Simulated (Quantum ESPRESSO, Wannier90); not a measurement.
Tight-binding from DFT: BaHI (P4/nmm)

```xyz
6
Lattice="4.7758 0.0000 0.0000 0.0000 4.7758 0.0000 0.0000 0.0000 7.8002" Properties=species:S:1:pos:R:3 pbc="T T T"
Ba     2.3879     0.0000    -1.3502
Ba     0.0000     2.3879     1.3502
H      2.3879     2.3879     0.0000
H      0.0000     0.0000     0.0000
I      0.0000     2.3879    -2.6554
I      2.3879     0.0000     2.6554
```

Materials Project entry mp-23862; symmetrised, unrelaxed at this level. COD (Crystallography Open Database) has an entry of this formula and space group (matched by these alone). Level: PBEsol, spinors with spin-orbit coupling; pw.x of Quantum ESPRESSO at 58 Ry with PseudoDojo potentials, 4×4×4 k-points, Wannier90. Density: 6×6×4 mesh, cold smearing 0.01 Ry.

Bands 5-8 form an isolated set from -13.45 to -13.26 eV relative to the valence-band maximum (on the path) and are turned into 4 Wannier functions by minimising the spread from the start: SCDM (isolated).

Centres (Cartesian, Å; one of the equivalent choices) and spreads:

| n | x | y | z | spread (Å²) | nearest atom |
|---|---|---|---|---|---|
| 1 | 0.000 | 2.388 | 1.378 | 1.573 | Ba2 |
| 2 | 2.388 | 0.000 | -1.378 | 1.573 | Ba1 |
| 3 | 0.000 | -2.388 | 1.378 | 1.573 | Ba2 |
| 4 | -2.388 | 0.000 | -1.378 | 1.573 | Ba1 |

Ω_I = 6.26 Å², Ω_total = 6.29 Å²; the interpolated bands follow pw.x to 0.2 meV rms on the path. Only this start was tried; a symmetric start can stop on a saddle, and mixtures of these functions could lower the total by at most Ω_total − Ω_I.
